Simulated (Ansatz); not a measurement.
**CoSn$_{3}$: magnetovolume behaviour**

Computed with Ansatz 0.2.0, DFT PBEsol, scalar-relativistic, plane waves, PAW.

```xyz
8
Lattice="4.3977 0.0000 0.0000 0.0000 4.3977 0.0000 0.0000 0.0000 8.7953" Properties=species:S:1:pos:R:3 pbc="T T T"
Sn    4.3977    2.1988    2.1988
Sn    2.1988    4.3977    2.1988
Sn    2.1988    2.1988    8.7953
Co    0.0000    0.0000    0.0000
Sn    4.3977    2.1988    6.5965
Sn    2.1988    4.3977    6.5965
Sn    2.1988    2.1988    4.3977
Co    0.0000    0.0000    4.3977
```

| Item | Value |
| --- | --- |
| plane-wave cutoff | 420 eV |
| Γ-centred k-mesh | 10×10×5 |
| occupation rule | Gaussian smearing, 0.1 eV |
| list of starting moments (μB, in atom order) | 0 0 0 2 0 0 0 -2 |
| check for lower electronic states after the SCF | off |

The cell is scaled evenly at fixed fractional positions, V₀ being the volume of the cell shown; start: antiferromagnetic, doubled cell, propagation vector (0, 0, 1/2). The states are those that the runs reached from these starts; a lower one can exist. Energies are extrapolated to zero smearing.

Site moments are spin moments in atom-centred spheres that scale with the neighbour distance.

| V/V₀ | E above lowest (meV/atom) | P (GPa) | cell moment (μB) | site moments (μB) |
| --- | --- | --- | --- | --- |
| 0.800 | ? | ? | ? | ? |
| 0.860 | 120.1 | 15.1 | 0.00 | Co +0.94, Co -0.94 |
| 0.920 | 34.2 | 7.1 | 0.00 | Co +1.18, Co -1.18 |
| 0.960 | 7.9 | 3.1 | 0.00 | Co +1.32, Co -1.32 |
| 1.000 | 0.0 | 0.0 | 0.00 | Co +1.43, Co -1.43 |
| 1.040 | ? | ? | ? | ? |
| 1.100 | 38.2 | -5.2 | 0.00 | Co +1.65, Co -1.65 |
| 1.180 | 108.1 | -7.7 | 0.00 | Co +1.78, Co -1.78 |

(1) Fill in the withheld rows.

## Answers

(1) The withheld rows:

```json
{"V/V₀": "0.800", "E above lowest (meV/atom)": "283.6", "P (GPa)": "26.7", "cell moment (μB)": "0.00", "site moments (μB)": "Co +0.62, Co -0.62"}
{"V/V₀": "1.040", "E above lowest (meV/atom)": "6.7", "P (GPa)": "-2.4", "cell moment (μB)": "0.00", "site moments (μB)": "Co +1.53, Co -1.53"}
```

Cost: 8 runs of about 14 core-minutes in all, on Intel Xeon Platinum 8375C (Ice Lake) (shared hosts).